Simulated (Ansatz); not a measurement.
AlAg:
```cif
data_Ag4Al4
_chemical_formula_sum 'Ag4 Al4'
_space_group_name_H-M_alt 'Cmcm'
_space_group_IT_number 63
_space_group_name_Hall '-C 2c 2'
_cell_length_a 2.85108
_cell_length_b 10.44455
_cell_length_c 4.50747
_cell_angle_alpha 90.000
_cell_angle_beta 90.000
_cell_angle_gamma 90.000
loop_
_atom_site_label
_atom_site_type_symbol
_atom_site_symmetry_multiplicity
_atom_site_Wyckoff_symbol
_atom_site_fract_x
_atom_site_fract_y
_atom_site_fract_z
_atom_site_occupancy
Ag1 Ag 4 c 0.00000 0.33502 0.25000 1
Al1 Al 4 c 0.00000 0.07379 0.25000 1
```
(The calculation used a cell of 4 atoms; values per cell refer to that cell.)

Relaxed with r²SCAN.

Q: Which orbitals make up the states near the Fermi level in plane-wave PAW r²SCAN (Ansatz code)?

A: Within 0.5 eV of the Fermi level: Al 3p 43 %, Al 3s 26 %, Ag 5s 13 %, Ag 4d 11 %, outside the projected shells 6 %. Projections are on Löwdin-orthogonalised atomic valence shells; empty p or d shells of many metals are not among them.

Q: Tabulate the density of states.

A: States/eV per cell of 4 atoms, in 0.25 eV bins, energy from the Fermi level.

```csv
E (eV),total,Ag 4d,Al 3p,Al 3s
-7.85,2.42,1.14,0.51,0.62
-7.60,2.55,1.52,0.41,0.52
-7.35,2.32,1.54,0.40,0.25
-7.10,3.69,2.89,0.45,0.11
-6.85,6.89,5.98,0.61,0.06
-6.60,8.61,7.43,0.86,0.07
-6.35,9.51,8.53,0.69,0.08
-6.10,8.34,7.47,0.61,0.09
-5.85,10.28,9.49,0.51,0.11
-5.60,9.41,8.88,0.36,0.06
-5.35,9.42,8.95,0.31,0.05
-5.10,5.78,5.31,0.28,0.05
-4.85,1.91,1.43,0.29,0.07
-4.60,1.58,0.97,0.37,0.10
-4.35,1.51,0.81,0.42,0.14
-4.10,1.57,0.73,0.48,0.21
-3.85,1.33,0.49,0.53,0.17
-3.60,1.20,0.36,0.56,0.13
-3.35,1.17,0.31,0.60,0.13
-3.10,1.55,0.42,0.83,0.15
-2.85,1.38,0.34,0.75,0.15
-2.60,1.27,0.28,0.69,0.16
-2.35,1.25,0.25,0.69,0.17
-2.10,1.21,0.22,0.68,0.16
-1.85,1.20,0.20,0.70,0.15
-1.60,1.14,0.19,0.67,0.15
-1.35,0.97,0.15,0.57,0.13
-1.10,0.87,0.13,0.52,0.12
-0.85,0.91,0.12,0.52,0.16
-0.60,0.87,0.11,0.48,0.17
-0.35,0.87,0.10,0.46,0.20
-0.10,1.24,0.15,0.53,0.32
0.15,1.43,0.16,0.55,0.41
0.40,1.58,0.16,0.65,0.43
0.65,1.56,0.14,0.69,0.37
0.90,1.58,0.13,0.76,0.33
1.15,1.64,0.12,0.79,0.26
1.40,1.49,0.10,0.76,0.22
1.65,1.58,0.09,0.77,0.24
1.90,1.61,0.09,0.72,0.24
2.15,1.64,0.08,0.74,0.24
2.40,1.50,0.06,0.62,0.21
2.65,1.65,0.06,0.65,0.22
2.90,1.72,0.05,0.67,0.23
3.15,1.73,0.05,0.66,0.22
3.40,1.87,0.05,0.71,0.23
3.65,1.93,0.05,0.75,0.20
3.90,1.64,0.04,0.66,0.17
4.15,1.60,0.03,0.63,0.16
4.40,1.68,0.03,0.62,0.16
4.65,1.47,0.03,0.53,0.13
```

The start of the workflow was typed in or built on a structure type; neither database checked (COD, Materials Project) lists it. Whether it is the stable phase at ambient conditions was not checked. The cell was relaxed with r²SCAN under the symmetry of its start; whether a distortion lowers the energy is not shown. No spin polarisation was allowed. Scalar-relativistic: spin–orbit coupling is off unless named, which matters more the heavier the elements.

Potentials: the later of the program's two PAW sets.
